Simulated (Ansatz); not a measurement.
AlCo (CsCl type)

```
CELL_PARAMETERS angstrom
      2.82274     0.00000     0.00000
      0.00000     2.82274     0.00000
      0.00000     0.00000     2.82274
ATOMIC_POSITIONS crystal
  Al 0.00000 0.00000 0.00000
  Co 0.50000 0.50000 0.50000
```

The slice is a {110} plane (indices of the conventional cell) through the point (0.500, 0.500, 0.500) (fractional), spanned by u = [100] and v = [011] in vectors of this cell: u (2.82 Å) and v (3.99 Å, at 90° to u). It covers one period; positions are fractions (u, v).

Method: PBEsol (plane waves to 420 eV, PAW, scalar-relativistic; Ansatz, an electronic-structure program). k mesh 16×16×16. Near the nuclei the fields are pseudised (PAW); where an atom keeps semicore shells as valence, they peak there. AlCo is run without spin polarisation. AlCo was relaxed with its symmetry unable to fall.

**Question.** What is the ELF at the midpoint of the shortest Al–Co line in this plane (2.44 Å)?

**Answer.** 0.4.

**Question.** What is the valence density on the shortest Al–Co line in this plane (2.44 Å), at its midpoint?

**Answer.** 0.33 e/Å³.

**Question.** Sketch the valence electron density on this plane as a map.

**Answer.** 
```tsv
v \ u	0.00	0.12	0.24	0.35	0.47	0.59	0.71	0.82	0.94
0.88	0.9	0.6	0.0	-0.5	-0.6	-0.5	-0.3	0.3	0.8
0.75	-0.3	-0.4	-0.5	-0.5	-0.6	-0.6	-0.5	-0.4	-0.3
0.62	-0.6	-0.6	-0.6	-0.8	-1.0	-0.9	-0.7	-0.6	-0.6
0.50	-0.6	-0.6	-0.7	-1.1	-1.2	-1.2	-0.9	-0.6	-0.6
0.38	-0.6	-0.6	-0.6	-0.8	-1.0	-0.9	-0.7	-0.6	-0.6
0.25	-0.3	-0.4	-0.5	-0.5	-0.6	-0.6	-0.5	-0.4	-0.3
0.12	0.9	0.6	0.0	-0.5	-0.6	-0.5	-0.3	0.3	0.8
0.00	1.8	1.3	0.4	-0.4	-0.6	-0.5	-0.1	0.8	1.6
```

Values: log₁₀ of the valence density in e/Å³. The scale is logarithmic, as a density can span decades between atoms and voids.
